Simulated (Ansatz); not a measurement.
Bi2HSe3:
```
CELL_PARAMETERS angstrom
      2.24817     1.29798     9.16008
     -2.24817     1.29798     9.16008
      0.00000    -2.59596     9.16008
ATOMIC_POSITIONS crystal
  Se 0.99446 0.99446 0.99446
  Bi 0.60758 0.60758 0.60758
  Bi 0.39703 0.39703 0.39703
  Se 0.22202 0.22202 0.22202
  Se 0.77625 0.77625 0.77625
  H  0.16833 0.16833 0.16833
```

Relaxed with r²SCAN+D4.

Task: Give the Bader charges and basin volumes of the independent atoms, plane-wave PAW r²SCAN+D4 (Ansatz code).

Result: 

```csv
atom,Bader charge (e),Bader volume (Å³)
Se1,-0.84,29.9
Bi2,+1.01,26.3
Bi3,+0.93,28.0
Se4,-0.36,32.8
Se5,-0.72,36.3
H6,-0.02,7.1
```

Space group R3m. The start of the workflow was typed in or built on a structure type; neither database checked (COD, Materials Project) lists it. Whether it is the stable phase at ambient conditions was not checked. The r²SCAN+D4 relaxation kept the symmetry of its start; its stability against distortions is not shown here. Scalar-relativistic: spin–orbit coupling is off unless named, which matters more the heavier the elements.

Potentials: the later of the program's two PAW sets.
